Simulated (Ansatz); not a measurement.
ZnO (wurtzite)

```
ZnO
1.0
    3.27960     0.00000     0.00000
   -1.63980     2.84021     0.00000
    0.00000     0.00000     5.29330
Zn O
2 2
Cartesian
  1.63980   0.94674   0.01140
  0.00000   1.89348   2.65805
  1.63980   0.94674   3.29798
  0.00000   1.89348   0.65133
```

The slice is a (1 -1 0 0) plane (indices of the conventional cell) through the point (0.667, 0.333, 0.002) (fractional), spanned by u = [110] and v = [001] in vectors of this cell: u (3.28 Å) and v (5.29 Å, at 90° to u). It covers one period; positions are fractions (u, v).

Calculation: PBE (plane waves to 420 eV, PAW, scalar-relativistic; Ansatz, an electronic-structure program). k mesh 12×12×6. Near the nuclei the fields are pseudised (PAW); where an atom keeps semicore shells as valence, they peak there. ZnO was relaxed with its symmetry unable to fall.

Three fields on this plane, each scaled to ten steps between its own extremes (0 low, 9 high; the total valence density on a logarithmic scale, the potential cut 8 eV below its top; x marks points blanked near nuclei; v = 0 in the bottom row):

Map A
```
|xxxx04788740xxx|
|xxxx05799750xxx|
|xxx0468998640xx|
|000468999986400|
|445789999998754|
|xx579999999975x|
|xxx6898888986xx|
|xxxx78777787xxx|
|xxxx67655676xxx|
|xxxx55422455xxx|
|xxxx55100155xxx|
|xxx6640000466xx|
|888864100146888|
|999875322357899|
|999876555567899|
|999988777788999|
|888999888899988|
|777899999999877|
|345689999998654|
|000468899886400|
|xxx0478888740xx|
|xxxx06788760xxx|
|xxxx04788740xxx|
|xxxx04788740xxx|
```

Map B
```
|xxxx75433457xxx|
|xxxx64222246xxx|
|xxx7531111357xx|
|987642000024678|
|997642000024679|
|xx975310013579x|
|xxx9742112479xx|
|xxxx85433458xxx|
|xxxx96544569xxx|
|xxxx86555568xxx|
|xxxx86666668xxx|
|xxx8666776668xx|
|887655666655678|
|554434555543445|
|222223344332222|
|110112333321101|
|001112333321110|
|222223444432222|
|444344555544344|
|876555666655567|
|xxx7667777667xx|
|xxxx76777767xxx|
|xxxx86666668xxx|
|xxxx86555568xxx|
```

Map C
```
|xxxx11122111xxx|
|xxxx11111111xxx|
|xxx1100000011xx|
|111110000001111|
|554321000012345|
|xx974200002479x|
|xxx9731001379xx|
|xxxx84100148xxx|
|xxxx83111138xxx|
|xxxx72111127xxx|
|xxxx51111115xxx|
|xxx8311221138xx|
|987421122112478|
|543211111111234|
|110000111100001|
|000000111100000|
|000001111110000|
|000012333321000|
|111113566531111|
|221114677641112|
|xxx1136776311xx|
|xxxx12577521xxx|
|xxxx11466411xxx|
|xxxx11244211xxx|
```

Problem. Assign the maps to these fields: electron localisation function (ELF); valence electron density; electrostatic potential energy of an electron, from the cell's mean.

Solution. A is the electrostatic potential energy of an electron, from the cell's mean; B is the valence electron density; C is the electron localisation function (ELF).
